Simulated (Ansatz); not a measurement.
Values for one crystal, relaxed and computed with DFT-LDA in the program Ansatz with PAW potentials; other levels are named.

```yaml
volume_per_atom: 12.07 Å³
electronic_character: metallic (no gap)
Poisson's ratio: 0.28
highest_zone_centre_frequency: 634 cm⁻¹
mechanical_stability: stable (all eigenvalues of C positive)
Formation energy from the elements (no fitted shifts): -0.12 eV/atom
zone_centre_stability: no imaginary mode at Γ
```

Which of these materials gives this?
(A) Pb4Se3S, P4/mmm (Pearson symbol tP8)
(B) TiBr2, CdI2 type
(C) Mo2C, P-3m1 (Mo on 2d, C on 1b)
(D) Cs2SnI6, Fm-3m (Cs on 8c, Sn on 4a, I on 24e)

C, Mo2C, P-3m1 (Mo on 2d, C on 1b)

The first step of the workflow began from a Materials Project structure, measured or hypothetical; the Crystallography Open Database copy checked does not list it. COD files the formula under space group No. 60, so this cell is another polymorph or a model. Whether it is the stable phase at ambient conditions was not checked. The LDA relaxation kept the symmetry of its start. The run is not spin-polarised. As this level gives no gap, phonon frequencies hold no LO–TO term and depend on the k-mesh and smearing (Fermi–Dirac, 0.1 eV here). The references are the lowest solids computed at this level, not always the standard phases. Spin–orbit coupling is left out wherever it is not named.

Potentials: the later of the program's two PAW sets.
